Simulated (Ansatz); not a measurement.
## Rb2MgGaC6N6: start and end of a relaxation

The cell of Rb2MgGaC6N6 is invented: cyanide-bridged rock-salt net of two metals, 2 guest cations a cell (Fm-3m, No. 225). Lengths were set from tabulated atomic sizes, so they are only a guess.

start:

Space group Fm-3m (No. 225). a = 10.282 Å, b = 10.282 Å, c = 10.282 Å, α = 90.00°, β = 90.00°, γ = 90.00°
| atom | site | symmetry | x | y | z |
| --- | --- | --- | --- | --- | --- |
| Rb | 8c | -43m | 0.2500 | 0.7500 | 0.7500 |
| Mg | 4b | m-3m | 0.5000 | 0.0000 | 0.0000 |
| Ga | 4a | m-3m | 0.0000 | 0.0000 | 0.0000 |
| C | 24e | 4m.m | 0.1844 | 0.0000 | 0.0000 |
| N | 24e | 4m.m | 0.2982 | 0.0000 | 0.0000 |

Theory: DFT PBE, scalar-relativistic, plane waves, PAW in Ansatz 0.2.0. Cutoff 420 eV, Gaussian smearing, Γ-centred meshes. Cell and atoms relax first on a coarse mesh and then on a finer one. In between, the cell is made exact in the group found at 0.06 Å. In metals the finer mesh still leaves noise of several meV/atom or more. The steps can't lower the symmetry of their start. No spin polarisation in the relaxation; trial moments died out in a coarse test.

end:

Space group Fm-3m (No. 225). a = 10.896 Å, b = 10.896 Å, c = 10.896 Å, α = 90.00°, β = 90.00°, γ = 90.00°
```
atom  site  symmetry       x       y       z
  Rb    8c      -43m  0.2500  0.7500  0.7500
  Mg    4b      m-3m  0.5000  0.0000  0.0000
  Ga    4a      m-3m  0.0000  0.0000  0.0000
   C   24e      4m.m  0.1950  0.0000  0.0000
   N   24e      4m.m  0.3030  0.0000  0.0000
```

The symmetry stays Fm-3m (No. 225). The volume per atom grows by 19.0 %, from 17.0 to 20.2 Å³. The shortest distance goes from 1.17 Å (C–N) to 1.18 Å (C–N). The energy falls by about 0.15 eV/atom (the start's value is from the coarse mesh).

- Volume per atom: 20.21 Å³
- Density: 2.16 g/cm³
- Energy over the elements: +0.04 eV/atom
- Gap on the 6×6×6 mesh of the 16-atom cell: 0 eV (a metal)

Energies over the elements count from the elements' standard structures at the same level (N₂ as a molecule), with no fitted energy shifts. The separate elements lie lower, so it is unstable against them.

The last run used Gaussian smearing of 0.10 eV. The k mesh leaves some 4 meV/atom of noise in the energy of each metallic cell. An odd number of electrons in the primitive cell allows no gap without spin; a larger cell or a magnetic state could open one. The reference form of C is held partly by dispersion forces, which this level lacks. Symmetry constrained the relaxation, so the result can be a saddle point. In all, the 3 runs took 56 s on 1 thread of AMD EPYC 9R45 96-Core Processor (Zen 5), on a shared host.
